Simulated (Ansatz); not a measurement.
SiGe₃:
```cif
data_Ge3Si
_chemical_formula_sum 'Si1 Ge3'
_space_group_name_H-M_alt 'P 1'
_space_group_IT_number 1
_cell_length_a 3.96671
_cell_length_b 3.96671
_cell_length_c 5.60008
_cell_angle_alpha 90.000
_cell_angle_beta 90.000
_cell_angle_gamma 90.000
loop_
_space_group_symop_operation_xyz
  'x, y, z'
loop_
_atom_site_label
_atom_site_type_symbol
_atom_site_fract_x
_atom_site_fract_y
_atom_site_fract_z
_atom_site_occupancy
Si1 Si 0.00000 0.00000 0.00000 1
Ge1 Ge 0.50000 0.00000 0.24435 1
Ge2 Ge 0.50000 0.50000 0.50000 1
Ge3 Ge 0.00000 0.50000 0.75565 1
```

Relaxed with r²SCAN.

Problem. Tabulate the valence density and the electron localisation function along the shortest Ge–Ge contact (2.45 Å), plane-wave PAW r²SCAN (Ansatz code).

Solution. 

```
distance from Ge (Å)  density (e/Å³)   ELF
--------------------  --------------  ----
0.24                           27.57  0.18
0.37                           13.60  0.14
0.49                            5.38  0.18
0.61                            2.00  0.29
0.73                            0.96  0.42
0.86                            0.68  0.55
0.98                            0.58  0.66
1.10                            0.54  0.76
1.22                            0.52  0.80
1.35                            0.54  0.76
1.47                            0.58  0.67
1.59                            0.68  0.55
1.71                            0.96  0.43
1.83                            2.01  0.30
1.96                            5.38  0.19
2.08                           13.60  0.14
2.20                           27.54  0.20
```

The density is the valence pseudo-density with augmentation charge, so density and ELF within about 1 Å of a nucleus are not all-electron values.

Space group P-4m2. The start of the workflow was typed in or built on a structure type; neither database checked (COD, Materials Project) lists it. Its standing as an ambient phase is unchecked. The cell was relaxed with r²SCAN under the symmetry of its start; whether a distortion lowers the energy is not shown.

Potentials: the earlier of the program's two PAW sets.
